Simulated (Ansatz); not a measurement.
Ba2YHO3:
```yaml
crystal:
  lattice:
    - [-2.08338, 2.18863, 6.87940]
    - [2.08338, -2.18863, 6.87940]
    - [2.08338, 2.18863, -6.87940]
  atoms:
    - { symbol: Y, position: [0.00000, 0.00000, 0.00000] }
    - { symbol: O, position: [0.50000, 0.00000, 0.50000] }
    - { symbol: H, position: [0.00000, 0.50000, 0.50000] }
    - { symbol: O, position: [0.16374, 0.16374, 0.00000] }
    - { symbol: O, position: [0.83626, 0.83626, 0.00000] }
    - { symbol: Ba, position: [0.34784, 0.34784, 0.00000] }
    - { symbol: Ba, position: [0.65216, 0.65216, 0.00000] }
```

DFT-r²SCAN in the program Ansatz with PAW potentials gives a gap of 3.61 eV without spin–orbit coupling, maximum at R, minimum on the Γ–X line, 40 % of the way from Γ.

Question: What happens when spin–orbit coupling is switched on?

Answer: The gap hardly moves, to 3.61 eV; maximum at R, minimum on the Γ–X line, 40 % of the way from Γ.

Question: Give the electron effective mass with spin–orbit coupling.

Answer: 0.46, 0.52, 1.5 mₑ (principal values).

Question: Give the hole effective mass with spin–orbit coupling.

Answer: 0.62, 3.9, 3.9 mₑ (principal values).

Space group Immm. The start of the workflow was typed in or built on a structure type; neither database checked (COD, Materials Project) lists it. Its standing as an ambient phase is unchecked. Symmetry was held in the r²SCAN relaxation; its stability against distortions is not shown here. The run is not spin-polarised.

Potentials: the earlier of the program's two PAW sets. The files were generated under PBE; for other functionals the program regenerates the frozen cores, and for LDA and PBEsol the local potential too.
